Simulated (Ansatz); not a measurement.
**Ta2SnO7, one structure, two calculations**

Cell: a structure deposited in the COD, its atoms then relaxed with PBE in this cell.

Space group C2/c (No. 15); a = 17.1400, b = 4.8650, c = 5.5480 Å, β = 91.00°.

```csv
site,Wyckoff,site symmetry,x,y,z
Ta,8f,1,0.6676,0.7398,0.6816
Sn,4e,2,0.5000,0.6979,0.2500
O7,4e,2,0.5000,0.9096,0.7500
O9,8f,1,0.5798,0.5202,0.5156
O13,8f,1,0.6481,0.0311,0.4415
O17,8f,1,0.2224,0.0718,0.3400
```

One atom of each set is listed; the run and its k-mesh use a cell of 20 atoms with edges of 8.91, 8.91, 5.55 Å.

First run. All values are calculated (Ansatz; DFT, PBE, plane waves and PAW, scalar-relativistic, 420 eV cutoff, Γ-centred 5×5×5 k-points, Fermi–Dirac smearing 0.02 eV), not measured.

```csv
site,V_zz (10²¹ V/m²),η
Ta,39.5,0.10
Sn,-19.42,0.21
O7,15.28,0.26
O9,-6.48,0.26
O13,3.11,0.23
O17,-4.46,0.46
```

Second run. The same atoms and settings, except that the functional is r2SCAN and the cutoff is 500 eV.

Question: What does the second run give?

Answer: 

| site | V_zz | η | change of V_zz |
| --- | --- | --- | --- |
| Ta | 40.2 | 0.09 | +0.66 |
| Sn | -20.0 | 0.19 | -0.62 |
| O7 | 15.59 | 0.26 | +0.31 |
| O9 | -6.64 | 0.23 | -0.16 |
| O13 | 3.45 | 0.23 | +0.34 |
| O17 | -4.67 | 0.50 | -0.21 |

The largest change of V_zz is on Ta, from 39.5 to 40.2. In per cent, |V_zz| changes by +2 on Ta, +3 on Sn, +2 to +11 on O (all sites that start above 0.5). Isomer shifts (Sn against SnO₂, from the density at the nucleus and a line fitted to measured compounds for each functional; the lines scatter by about 0.1 mm/s, so smaller changes between functionals mean little): Sn 0.68 → 0.66 mm/s.

Without spin–orbit coupling the gradients at and beside Ta can be off by some per cent, at some sites by more. The database positions were far from equilibrium, so the relaxed structure may not be the compound's real one.
For the first run: At this cell the principal stresses reach 6 GPa in size with PBE, which can matter for small gradients. With these PAW files V_zz is typically within 2 to 3 % of all-electron values, but misses above 10 % occur on Ta.
For the second run: At this cell the r2SCAN pressure is -9 GPa, so with r2SCAN the cell would shrink if it were relaxed. The entry's cell may itself be off. The largest force is 0.4 eV/Å, so the atoms aren't at the calculated equilibrium and relaxing them would move these values. With these PAW files V_zz is typically within 2 to 3 % of all-electron values, but misses above 10 % occur on Sn, Ta.
